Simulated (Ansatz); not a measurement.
TiAl:
```xyz
2
Lattice="2.8100 0.0000 0.0000 0.0000 2.8100 0.0000 0.0000 0.0000 4.0661" Properties=species:S:1:pos:R:3 pbc="T T T"
Al     1.4050     1.4050     2.0331
Ti     0.0000     0.0000     0.0000
```

Relaxed with r²SCAN. Special points in fractions of this cell's reciprocal vectors: Γ (0.000, 0.000, 0.000); X (0.000, 0.500, 0.000); M (0.500, 0.500, 0.000); Z (0.000, 0.000, 0.500); R (0.000, 0.500, 0.500); A (0.500, 0.500, 0.500).

Problem. List the band energies nearest the Fermi level at these points for r²SCAN in the plane-wave PAW code Ansatz.

Solution. In eV from the Fermi level; about four levels below and three above (degenerate sets whole), none deeper than 8.9 eV; points with the same levels are listed once.

| k | below | above |
|---|---|---|
| Γ | -2.01 -0.98 -0.54 | 2.38 2.38 3.72 |
| X | -4.91 -4.83 -1.82 -0.28 | 2.07 2.76 4.57 |
| M | -0.57 -0.57 -0.42 -0.19 -0.19 | 4.38 5.64 6.34 |
| Z | -8.11 -5.69 -0.80 | 0.75 2.01 2.01 |
| R | -5.16 -3.30 -1.38 -1.32 | 1.56 2.12 2.52 |
| A | -2.62 -2.42 -2.42 | 2.19 2.38 2.67 |

Space group P4/mmm (L1₀ or tetragonal B2). The cell was relaxed with r²SCAN under the symmetry of its start. The run is not spin-polarised.

Potentials: the later of the program's two PAW sets.
